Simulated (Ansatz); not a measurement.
GeSe:
Space group Pnma (No. 62); a = 10.6294 Å, b = 3.8331 Å, c = 4.2002 Å, α = β = γ = 90.00°

| atom | site | symmetry | x | y | z |
|---|---|---|---|---|---|
| Ge | 4c | .m. | 0.1194 | 0.2500 | 0.1053 |
| Se | 4c | .m. | 0.3564 | 0.2500 | 0.0080 |

Relaxed with LDA.

Task: Which orbitals make up the states near the band edges in LDA in the plane-wave PAW code Ansatz?

Result: Top 1 eV of the valence band: Se 4p 62 %, Ge 4s 18 %, Ge 4p 17 %. Bottom 1 eV of the conduction band: Ge 4p 62 %, Se 4p 18 %, Se 4s 8 %, Ge 4s 8 %. Projections are on Löwdin-orthogonalised atomic valence shells; empty p or d shells of many metals are not among them.

Task: Tabulate the density of states.

Result: States/eV per cell of 8 atoms, in 0.25 eV bins, energy from the valence-band maximum.

```csv
E (eV),total,Se 4p,Ge 4p,Ge 4s
-7.87,3.97,1.10,0.20,2.27
-7.62,1.95,0.54,0.09,1.04
-7.37,1.36,0.37,0.07,0.70
-7.12,1.09,0.28,0.06,0.56
-6.87,0.90,0.22,0.05,0.46
-6.62,0.78,0.17,0.05,0.40
-6.37,0.70,0.15,0.07,0.35
-6.12,0.51,0.11,0.05,0.25
-5.87,0.52,0.22,0.16,0.09
-5.62,1.87,0.99,0.70,0.12
-5.37,2.72,1.51,1.03,0.13
-5.12,3.56,2.01,1.31,0.17
-4.87,3.40,1.95,1.23,0.14
-4.62,3.68,2.15,1.30,0.14
-4.37,4.29,2.54,1.50,0.15
-4.12,4.65,2.82,1.55,0.17
-3.87,4.98,3.07,1.60,0.19
-3.62,4.60,2.83,1.46,0.20
-3.37,4.70,2.91,1.45,0.22
-3.12,4.98,3.14,1.47,0.23
-2.87,5.00,3.20,1.41,0.25
-2.62,4.79,3.07,1.29,0.29
-2.37,5.81,3.85,1.45,0.35
-2.12,6.21,4.19,1.46,0.41
-1.87,5.10,3.37,1.18,0.43
-1.62,5.72,3.58,1.29,0.71
-1.37,5.55,3.16,1.33,0.90
-1.12,4.56,2.56,1.04,0.82
-0.87,4.97,2.97,0.94,0.92
-0.62,3.66,2.36,0.57,0.62
-0.37,0.73,0.48,0.10,0.13
-0.12,0.09,0.06,0.01,0.02
0.13,0.00,0.00,0.00,0.00
0.38,0.08,0.01,0.06,0.01
0.63,0.57,0.07,0.38,0.05
0.88,1.98,0.35,1.23,0.17
1.13,3.22,0.65,1.96,0.23
1.38,4.48,0.94,2.76,0.27
1.63,4.15,0.89,2.62,0.19
1.88,4.10,0.94,2.54,0.16
2.13,5.12,1.23,3.12,0.17
2.38,5.59,1.39,3.33,0.16
2.63,5.27,1.33,3.12,0.15
2.88,6.01,1.57,3.53,0.15
3.13,5.92,1.61,3.46,0.15
3.38,5.15,1.42,3.03,0.11
3.63,5.28,1.39,3.11,0.10
3.88,4.15,1.08,2.43,0.07
4.13,4.25,1.08,2.46,0.07
4.38,4.71,1.20,2.66,0.06
4.63,5.14,1.33,2.81,0.07
4.88,5.84,1.48,3.12,0.08
5.13,4.66,1.20,2.45,0.06
```

The cell was relaxed with LDA under the symmetry of its start; of distortions, only those at the zone centre were tested. A crystal of weakly bound layers computed without a dispersion correction: the cell and the soft elastic constants depend strongly on that. Spin–orbit coupling is left out wherever it is not named.

Potentials: the later of the program's two PAW sets.
